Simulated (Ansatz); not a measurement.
SrCl₂:
```
CELL_PARAMETERS angstrom
      0.00000     3.52048     3.52048
      3.52048     0.00000     3.52048
      3.52048     3.52048     0.00000
ATOMIC_POSITIONS crystal
  Sr 0.00000 0.00000 0.00000
  Cl 0.25000 0.25000 0.25000
  Cl 0.75000 0.75000 0.75000
```

Relaxed with PBE. Special points in fractions of this cell's reciprocal vectors: Γ (0.000, 0.000, 0.000); X (0.500, 0.000, 0.500); U (0.625, 0.250, 0.625); K (0.375, 0.375, 0.750); L (0.500, 0.500, 0.500); W (0.500, 0.250, 0.750).

**Question.** List the band energies nearest the valence-band maximum at these points for the program Ansatz at the PBE level (PAW).

**Answer.** In eV from the valence-band maximum; about four levels below and three above (degenerate sets whole), none deeper than 8.9 eV; points with the same levels are listed once.

| k | below | above |
|---|---|---|
| Γ | -2.02 -2.02 -2.02 -0.32 -0.32 -0.32 | 5.24 6.11 6.11 |
| X | -1.81 -1.81 -0.38 -0.38 0.00 | 5.52 6.97 7.56 |
| U | -1.65 -0.67 -0.51 -0.10 | 5.95 7.06 7.28 |
| L | -1.44 -1.27 -1.01 -1.01 | 6.70 6.70 7.43 |
| W | -1.16 -1.16 -0.29 -0.10 | 6.22 6.97 7.15 7.15 |

Space group Fm-3m (fluorite). The cell was relaxed with PBE under the symmetry of its start; phonons on a q-mesh show no instability. Spin–orbit coupling is left out wherever it is not named.

Potentials: the later of the program's two PAW sets.
